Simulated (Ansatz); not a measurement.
Property card for MnPt₃

MnPt$_{3}$:
```xyz
4
Lattice="3.8732 0.0000 0.0000 0.0000 3.8732 0.0000 0.0000 0.0000 3.8732" Properties=species:S:1:pos:R:3 pbc="T T T"
Mn     0.0000     0.0000     0.0000
Pt     0.0000     1.9366     1.9366
Pt     1.9366     0.0000     1.9366
Pt     1.9366     1.9366     0.0000
```
The run is spin-polarised; directions of the spins, atom by atom: ↑ 0 0 0.

Space group Pm-3m (No. 221), Cu3Au type; conventional cell a = b = c = 3.873 Å, α = β = γ = 90.00°.

Method: PBEsol (plane waves, PAW; program Ansatz). Structure relaxed to zero pressure with the same functional. Other levels are named where they apply.

**Cell and energy**

- Volume per atom: 14.53 Å³
- Density: 18.30 g/cm³
- Formation energy from the elements (no fitted shifts): -297 meV/atom

**Electronic structure**

- Electronic character: metallic (no gap)
- Density of states at the Fermi level: 0.79 states/eV per atom (mean over ±0.08 eV)

**Magnetism**

- Magnetic order: ferromagnetic
- Net moment: 1.04 μB per atom

**Mechanics**

- Bulk modulus (Birch–Murnaghan fit) = 2500 kbar
- Pressure derivative B′ = 5.2
- Elastic constants (relaxed ions, GPa) = C11 = 350, C12 = 199, C44 = 132
- Mechanical stability = stable (all eigenvalues of C positive)
- Hill bulk and shear moduli = 249 and 106 GPa
- Young's modulus = 277 GPa
- Poisson's ratio = 0.31
- Debye temperature from the elastic constants = 328 K

The workflow started from a Materials Project entry (that database holds measured and hypothetical structures alike); the Crystallography Open Database files this formula in space group No. 221, but the cells were not matched. Whether it is the stable phase at ambient conditions was not checked. The PBEsol relaxation kept the symmetry of its start; whether a distortion lowers the energy is not shown. Spin order of the final state: ferromagnetic, chosen from 4 collinear starts compared on coarse meshes (ties went to the first, and starts can fall back to one state), not a proven ground state. As this level gives no gap, shear constants depend on the k-mesh and smearing (Fermi–Dirac, 0.1 eV here). The references are the lowest solids computed at this level, not always the standard phases. Spin–orbit coupling is left out wherever it is not named.

Potentials: the later of the program's two PAW sets.
